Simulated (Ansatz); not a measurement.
Relaxed-ion elastic tensor of LaScO3 in space group Pnma (No. 62; La on 4c, O on 8d, Sc on 4b, O on 4c) in GPa (Voigt order), DFT-PBE in the program Ansatz with PAW potentials; density 5.69 g/cm³, 13.54 Å³ per atom.

```
 243  97.9   111   0.0   0.0   0.0
97.9   239   106   0.0   0.0   0.0
 111   106   272   0.0   0.0   0.0
 0.0   0.0   0.0  82.4   0.0   0.0
 0.0   0.0   0.0   0.0  75.5   0.0
 0.0   0.0   0.0   0.0   0.0  92.3
```

Q: Is the crystal mechanically stable?

A: Yes: the smallest eigenvalue of C is 75.5 GPa.

Q: Work out the Voigt, Reuss and Hill averages.

A: K_V = 154, K_R = 153, K_H = 153; G_V = 79.3, G_R = 78.6, G_H = 78.9 GPa.

Q: Give Young's modulus, Poisson's ratio, Pugh's ratio and the universal anisotropy index.

A: E = 9KG/(3K + G) = 202 GPa; ν = 0.28; K/G = 1.94 (ductile by the Pugh limit of 1.75); A_U = 5G_V/G_R + K_V/K_R − 6 = 0.05.

Q: Estimate the sound speeds and the Debye temperature.

A: v_l = √((K + 4G/3)/ρ) = 6740 m/s, v_t = √(G/ρ) = 3730 m/s, mean 4150 m/s; Θ = (h/k)(3n/4πV)^(1/3) v_m = 518 K.

Q: Solve the Christoffel equation for the three sound speeds along x, y, z.

A: Eigenvalues of C_ijkl n_j n_l equal ρv². In km/s, slowest first: x 3.64, 4.03, 6.53; y 3.81, 4.03, 6.48; z 3.64, 3.81, 6.91.

Q: How much does each axis shrink under pressure?

A: Linear compressibilities β_i = Σ_j S_ij (j = 1 to 3): x 2.3, y 2.4, z 1.8 per TPa.

The PBE relaxation kept the symmetry of its start. The run is not spin-polarised. Spin–orbit coupling is left out wherever it is not named.

Potentials: the later of the program's two PAW sets.
